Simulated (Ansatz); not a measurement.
Values for one crystal, relaxed and computed with r²SCAN in the plane-wave PAW code Ansatz; other levels are named.

| Item | Result |
|---|---|
| Volume per atom | 7.42 Å³ |
| Electronic character | metallic (no gap) |
| Density of states at the Fermi level | 0.22 states/eV per atom (mean over ±0.08 eV) |
| Bulk modulus (Birch–Murnaghan fit) | 228 GPa |
| Formation energy from the elements (no fitted shifts) | -0.092 eV/atom |
| Debye temperature from the elastic constants | 1390 K |
| Pressure derivative B′ | 3.6 |

Task: Which compound is it?
A. Sc2AlC, P6_3/mmc (Sc on 4f, Al on 2d, C on 2a)
B. BiB, P-6m2 (B on 1a, Bi on 1f)
C. BP, rock salt
D. B13C2, R-3m (B on 3b, B on 18h, B on 18h, C on 6c)

Result: D, B13C2, R-3m (B on 3b, B on 18h, B on 18h, C on 6c)

The first step of the workflow began from a Materials Project structure, measured or hypothetical; the Crystallography Open Database copy checked does not list it. Whether it is the stable phase at ambient conditions was not checked. Symmetry was held in the r²SCAN relaxation; its stability against distortions is not shown here. As this level gives no gap, shear constants depend on the k-mesh and smearing (Fermi–Dirac, 0.1 eV here). On the denser mesh and wider smearing of the elastic run this cell carries a stress of 0.4 GPa. The references are the lowest solids computed at this level, not always the standard phases.

Potentials: the later of the program's two PAW sets.
